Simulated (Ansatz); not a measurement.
Task: Each is relaxed and computed with r²SCAN in the plane-wave PAW code Ansatz. Which is the only metal?
A. LaSi, Cmcm (La on 4c, La on 4c, Si on 8f)
B. La2O3, La2O3 or Ni2Al3 type
C. SiC, zinc blende
D. HfSiO4, I4_1/amd (Hf on 4a, Si on 4b, O on 16h)

Result: A, LaSi, Cmcm (La on 4c, La on 4c, Si on 8f). LaSi: metal; SiC: gap 1.71 eV (indirect); La2O3: gap 4.23 eV (indirect); HfSiO4: gap 6.00 eV (indirect). Standing as an ambient phase not checked: LaSi, Cmcm (La on 4c, La on 4c, Si on 8f). All cells were relaxed under the symmetry of their starts (and spin orders); stability against distortions was not tested throughout. Rows with no word on spin ran without spin polarisation. Scalar-relativistic: spin–orbit coupling is off unless named, which matters more the heavier the elements.

Potentials: the earlier of the program's two PAW sets.
